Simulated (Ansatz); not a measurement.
Input:

La2O3 (A-La2O3 type, space group P-3m1)

```
CELL_PARAMETERS angstrom
      3.94027     0.00000     0.00000
     -1.97014     3.41238     0.00000
      0.00000     0.00000     6.18799
ATOMIC_POSITIONS crystal
  La 0.33333 0.66667 0.24739
  La 0.66667 0.33333 0.75261
  O  0.00000 0.00000 0.00000
  O  0.33333 0.66667 0.64528
  O  0.66667 0.33333 0.35472
```

In this cell atom 1 (La, nearest neighbour O at 2.370 Å; its periodic images, 3.9 Å or more away, move with it) is moved by s towards the nearest neighbour, unit vector (0.831, -0.480, 0.280); all other atoms and the cell stay fixed.

Level of theory: PBE (plane waves to 420 eV, PAW, scalar-relativistic; Ansatz, a program for electronic structure). k mesh 8×8×5 (Γ-centred), Fermi-Dirac smearing 0.05 eV. Energies are smeared free energies. Left out: 2 of 11 points, with atoms too close for the PAW data. La2O3 is run without spin polarisation. La2O3 was relaxed with its symmetry unable to fall. ΔE is measured from the undisplaced structure.

The scan covers s from -0.470 to 0.282 Å in 9 points.

Task: Is this a single well or a double well?

Result: A single well with its minimum at or next to zero displacement.

Task: Is the energy the same for displacements of ±0.282 Å, and if not, which side lies higher?

Result: Not even: the positive side lies higher at ±0.282 Å. With its periodic images moving along, the atom's site symmetry in this cell is 3m..

Task: What is the energy change at s = 0.282 Å?

Result: 323 meV/cell.

Task: What force acts on the atom along the line at s = -0.470 Å?

Result: 2.14 eV/Å.

Task: What is the force constant k = d²E/ds² of this move at s = 0?

Result: 5.94 eV/Å².

(For displaced atoms, the force is minus the slope of the energy, and its curvature is a force constant, which sets phonon frequencies.)
